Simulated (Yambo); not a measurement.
Yambo input for LiHS (space group Pmc2_1, No. 26) (a = 6.1011 Å, b = 3.9234 Å, c = 7.8328 Å, α = β = γ = 90.00°), on PBEsol (Quantum ESPRESSO, PseudoDojo norm-conserving, 74 Ry, no spin-orbit coupling) wavefunctions on a 4×4×2 mesh:

```
optics
chi
dipoles
kernel
FFTGvecs= 40 Ry
Chimod= "HARTREE"
NGsBlkXd= 3 Ry
% QpntsRXd
 1 | 1 |
%
% BndsRnXd
 5 | 130 |
%
GrFnTpXd= "R"
% EnRngeXd
 0.0 | 20.0 | eV
%
% DmRngeXd
 0.2 | 0.2 | eV
%
CGrdSpXd= 50
ETStpsXd= 161
% LongDrXd
 0.0 | 0.0 | 1.0 |
%
```

First lines of the file o-*.eps_q1_inv_rpa_dyson:

```
Absorption @ Q(1):   0.00000000     0.00000000     1.00000000    [q->0 direction]
#
# [ X ] Hartree size     :  111
# [GEN] GF Energies     : Perdew, Burke & Ernzerhof SOL(X)+Perdew, Burke & Ernzerhof SOL(C)
# [GEN] Green`s Function     : Retarded
#
# [GEN] Gauge     : Length
# [GEN] [r,Vnl] included     : yes
#
#    E[1] [eV]     Im(eps)     Re(eps)     Im(eps_o)     Re(eps_o)
#
     0.000000     -0.83082E-15     3.064538     0.16480E-17     3.735227
     0.125000     0.001721     3.065074     0.002466     3.735995
     0.250000     0.003450     3.066684     0.004942     3.738301
     0.375000     0.005193     3.069374     0.007438     3.742155
     0.500000     0.006958     3.073156     0.009965     3.747572
     0.625000     0.008753     3.078046     0.012534     3.754575
     0.750000     0.010586     3.084065     0.015156     3.763194
     0.875000     0.012465     3.091238     0.017843     3.773464
     1.000000     0.014400     3.099597     0.020608     3.785430
     1.125000     0.016402     3.109181     0.023465     3.799144
     1.250000     0.018481     3.120033     0.026430     3.814669
     1.375000     0.020650     3.132205     0.029519     3.832074
     1.500000     0.022924     3.145756     0.032750     3.851443
     1.625000     0.025317     3.160756     0.036146     3.872870
     1.750000     0.027849     3.177282     0.039731     3.896464
     1.875000     0.030540     3.195428     0.043531     3.922347
     2.000000     0.033417     3.215298     0.047579     3.950663
     2.125000     0.036508     3.237013     0.051912     3.981574
     2.250000     0.039850     3.260715     0.056574     4.015267
     2.375000     0.043487     3.286569     0.061619     4.051960
     2.500000     0.047473     3.314769     0.067113     4.091902
     2.625000     0.051878     3.345544     0.073135     4.135390
     2.750000     0.056794     3.379171     0.079788     4.182770
     2.875000     0.062341     3.415982     0.087207     4.234455
     3.000000     0.068687     3.456390     0.095571     4.290946
     3.125000     0.076073     3.500912     0.105131     4.352857
     3.250000     0.084861     3.550210     0.116258     4.420954
     3.375000     0.095636     3.605150     0.129526     4.496215
     3.500000     0.109408     3.666876     0.145913     4.579903
     3.625000     0.128091     3.736855     0.167230     4.673612
     3.750000     0.155633     3.816502     0.197189     4.778943
     3.875000     0.200056     3.904302     0.243361     4.894791
     4.000000     0.267854     3.985009     0.311779     5.007190
```
(The file goes on to the top of the energy range.) Convergence of the RPA response with its 4×4×2 mesh was not tested.

Geometry of the Materials Project entry, not relaxed at this level.
